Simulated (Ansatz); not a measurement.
AlN:
```
AlN
1.0
    3.10655     0.00000     0.00000
   -1.55327     2.69035     0.00000
    0.00000     0.00000     4.97815
Al N
2 2
Direct
  0.66667   0.33333   0.49920
  0.33333   0.66667   0.99920
  0.66667   0.33333   0.88080
  0.33333   0.66667   0.38080
```

Relaxed with r²SCAN.

Q: Map the valence electron density (e/Å³), cut off at 0.9 on the plane through (0.667, 0.333, 0.499) spanned by u = [0, 0, 1] and v = [1, -1, 0] in lattice vectors, from r²SCAN in the plane-wave PAW code Ansatz.

A: x is the fraction of u, y of v (the angle between them is 90°; rows are the nearest grid lines); atoms in the plane: Al at (0.00, 0.00), Al at (0.50, 0.67), N at (0.38, 0.00), N at (0.88, 0.67).
```
y \ x   0.000  0.0800  0.200  0.280  0.360  0.440  0.560  0.640  0.720  0.800  0.920   1.00
------  -----  ------  -----  -----  -----  -----  -----  -----  -----  -----  -----  -----
1.00    0.045   0.085  0.766  0.900  0.900  0.900  0.550  0.149  0.084  0.106  0.060  0.045
0.926   0.083   0.113  0.548  0.900  0.900  0.900  0.447  0.144  0.101  0.153  0.147  0.083
0.852   0.373   0.204  0.258  0.523  0.900  0.895  0.303  0.158  0.196  0.366  0.564  0.373
0.778   0.825   0.285  0.124  0.198  0.314  0.287  0.151  0.228  0.468  0.900  0.900  0.825
0.704   0.900   0.365  0.089  0.108  0.116  0.063  0.065  0.307  0.900  0.900  0.900  0.900
0.630   0.900   0.363  0.088  0.104  0.111  0.060  0.066  0.306  0.900  0.900  0.900  0.900
0.556   0.733   0.251  0.085  0.113  0.160  0.134  0.101  0.212  0.452  0.900  0.900  0.733
0.444   0.161   0.093  0.059  0.080  0.113  0.128  0.088  0.074  0.096  0.151  0.209  0.161
0.370   0.075   0.054  0.043  0.054  0.072  0.080  0.059  0.043  0.044  0.060  0.082  0.075
0.296   0.073   0.054  0.042  0.056  0.074  0.083  0.058  0.043  0.044  0.058  0.081  0.073
0.222   0.113   0.082  0.087  0.135  0.195  0.203  0.108  0.065  0.062  0.088  0.127  0.113
0.148   0.132   0.119  0.236  0.462  0.762  0.706  0.235  0.100  0.081  0.121  0.169  0.132
0.0741  0.065   0.103  0.543  0.900  0.900  0.900  0.430  0.136  0.086  0.123  0.103  0.065
0.000   0.045   0.085  0.766  0.900  0.900  0.900  0.550  0.149  0.084  0.106  0.060  0.045
```

The density is the valence pseudo-density with augmentation charge, so density and ELF within about 1 Å of a nucleus are not all-electron values.

Space group P6_3mc (wurtzite). Symmetry was held in the r²SCAN relaxation; phonons on a q-mesh show no instability.

Potentials: the earlier of the program's two PAW sets.
